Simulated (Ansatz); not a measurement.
Mg (hcp, Mg type)

```yaml
crystal:
  lattice:
    - [3.18616, 0.00000, 0.00000]
    - [-1.59308, 2.75930, 0.00000]
    - [0.00000, 0.00000, 5.22349]
  atoms:
    - { symbol: Mg, position: [0.33333, 0.66667, 0.75000] }
    - { symbol: Mg, position: [0.66667, 0.33333, 0.25000] }
```

The slice is a (-1 1 0 2) plane (indices of the conventional cell) through the point (0.667, 0.333, 0.250) (fractional), spanned by u = [110] and v = [1 -1 1] in vectors of this cell: u (3.19 Å) and v (7.60 Å, at 90° to u). It covers one period; positions are fractions (u, v).

All values below come from PBE (plane waves to 420 eV, PAW, scalar-relativistic; Ansatz, a quantum-chemistry and plane-wave program). k mesh 17×17×9. Near the nuclei the fields are pseudised (PAW); where an atom keeps semicore shells as valence, they peak there. Mg was relaxed with its symmetry unable to fall. The PAW data are Ansatz's earlier set.

Three fields on this plane, each scaled to ten steps between its own extremes (0 low, 9 high; the total valence density on a logarithmic scale, the potential cut 8 eV below its top; x marks points blanked near nuclei; v = 0 in the bottom row):

Map A
```
|xxxx047740xxx|
|xxxx057750xxx|
|xxx02566520xx|
|xx0256666520x|
|3345655556543|
|7776655556677|
|8877655556778|
|6776665566677|
|2346666666643|
|x013667766310|
|xxx14777741xx|
|xxx03788730xx|
|xxxx279972xxx|
|xxxx389983xxx|
|xxx05899850xx|
|xx0379999730x|
|0136899998631|
|4567899998765|
|6677888888776|
|6667776677766|
|5566655556665|
|5556655556655|
|5556665566655|
|5566776677665|
|6667788887766|
|5667888888766|
|2346889988643|
|xx0378998730x|
|xxx04899840xx|
|xxxx168861xxx|
|xxxx058850xxx|
|xxxxx4774xxxx|
```

Map B
```
|xxxx965569xxx|
|xxxx644446xxx|
|xxx75322357xx|
|xx7532112357x|
|7654210012456|
|6543200002345|
|5543200002345|
|5543210012345|
|7654321123456|
|x965433334569|
|xxx75544557xx|
|xxx97655679xx|
|xxxx766667xxx|
|xxxx877778xxx|
|xxx87777778xx|
|xx8777777778x|
|6666777777666|
|4446677776644|
|3344566665443|
|1134566665431|
|0023456654320|
|0013456654310|
|0012455554210|
|0113455554311|
|1224456654422|
|3344555555443|
|5555666666555|
|xx7766666677x|
|xxx97666679xx|
|xxxx867768xxx|
|xxxx976679xxx|
|xxxxx7667xxxx|
```

Map C
```
|xxxx046640xxx|
|xxxx157751xxx|
|xxx04688640xx|
|xx1468998641x|
|3456899998654|
|6678999999876|
|7788999999887|
|6678899998876|
|3356789987653|
|x024688886420|
|xxx25788752xx|
|xxx03688630xx|
|xxxx367763xxx|
|xxxx368863xxx|
|xxx14788741xx|
|xx0367887630x|
|2235778877532|
|5567777777765|
|7777776677777|
|9887765567788|
|9988655556889|
|9998654456899|
|9998765567899|
|9998766667899|
|8888877778888|
|7777888888777|
|3456788887654|
|xx1367887631x|
|xxx04688640xx|
|xxxx157751xxx|
|xxxx046640xxx|
|xxxxx4664xxxx|
```

Task: Assign the maps to these fields: electron localisation function (ELF); valence electron density; electrostatic potential energy of an electron, from the cell's mean.

Result: A is the electron localisation function (ELF); B is the valence electron density; C is the electrostatic potential energy of an electron, from the cell's mean.
